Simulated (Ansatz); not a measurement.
Input and command of a plane-wave DFT calculation in Ansatz:

```yaml
crystal:
  lattice:
    - [4.0825099999, 0.0, 0.0]
    - [-2.041255, 3.5355573712, 0.0]
    - [0.0, 0.0, 9.4026591219]
  atoms:
    - { symbol: Sr, position: [0.0, 0.0, 0.5] }
    - { symbol: Sr, position: [0.0, 0.0, 0.0] }
    - { symbol: Si, position: [0.6666666667, 0.3333333333, 0.75] }
    - { symbol: Si, position: [0.3333333333, 0.6666666667, 0.25] }
    - { symbol: Cu, position: [0.6666666667, 0.3333333333, 0.25] }
    - { symbol: Cu, position: [0.3333333333, 0.6666666667, 0.75] }
basis:
  ecutwfc: 500
kpoints:
  mp_grid: { grid: [12, 12, 4] }
  band_path:
    path:
      - [[0.0, 0.0, 0.0], [0.5, 0.0, 0.0], [0.33333333, 0.33333333, 0.0], [0.0, 0.0, 0.0], [0.0, 0.0, 0.5], [0.5, 0.0, 0.5], [0.33333333, 0.33333333, 0.5], [0.0, 0.0, 0.5]]
      - [[0.5, 0.0, 0.5], [0.5, 0.0, 0.0]]
      - [[0.33333333, 0.33333333, 0.5], [0.33333333, 0.33333333, 0.0]]
    npoints: 14
hamiltonian:
  xc: r2scan
scf:
  occupations: { method: gaussian, width: 0.1 }
  n_extra_bands: 15
output:
  forces: true
  stress: true
  eigenvalues: true
  populations: true
  dos: { projected: true, de: 0.02, nscf_kmesh: { grid: [18, 18, 6] } }
  bader: true
  write_density: true
  write_potential: true
  elf: true
  volumetric_format: npy
```

```bash
ansatz run input.yaml --threads 1 --pin off --max-ram 2560MiB --backend cpu --events-out ev --progress --plain --runs-dir out
```

Processor: Arm Neoverse V1, 1 thread, on a host shared with other jobs.

**Question.** How long does it run, and how much memory does it take?

**Answer.** About 3.9 min on 1 thread of Arm Neoverse V1, on a shared host, peak memory 1.1 GiB. It solves 48 bands at 57 k points (the mesh reduced by the symmetry that the task leaves, which can be less than the crystal's) with about 3473 plane waves, in 9 SCF iterations.
